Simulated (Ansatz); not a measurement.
## HgTe (F-43m), two-dimensional strain map

Computed with DFT PBEsol, scalar-relativistic, plane waves, PAW in Ansatz. Settings: plane waves to 420 eV, k-mesh 14×14×14 (Γ-centred), Gaussian smearing 0.15 eV. Spin–orbit coupling is left out, which can shift energies with elements as heavy as these. No spin polarisation. Energies are free energies at this smearing, counted from the undisturbed cell; pressure is positive in compression.

The undisturbed cell (as given, not relaxed at this level; it stands at 1.3 GPa):

```yaml
crystal:
  lattice:
    - [0.00000, 3.22350, 3.22350]
    - [3.22350, 0.00000, 3.22350]
    - [3.22350, 3.22350, 0.00000]
  atoms:
    - { symbol: Hg, position: [0.00000, 0.00000, 0.00000] }
    - { symbol: Te, position: [0.75000, 0.75000, 0.75000] }
```

The cell is strained by p along both x and y and by q along z, fractional coordinates fixed. Points are written (p, q).

Energy above the undisturbed cell in meV/atom (a dash: not computed):

```csv
p \ q,-0.080,-0.040,0.000,0.040,0.080
-0.080,471.2,321.9,212.0,?,92.4
-0.040,205.7,118.0,59.6,27.3,?
0.000,64.3,21.2,0.0,-1.5,14.3
0.040,14.5,3.3,8.6,28.6,61.7
0.080,?,42.7,?,101.0,145.5
```

**Question.** Fill in the withheld energies.

**Answer.** (-0.080, 0.040): 136.9; (-0.040, 0.080): 18.1; (0.080, -0.080): 31.4; (0.080, 0.000): 66.3.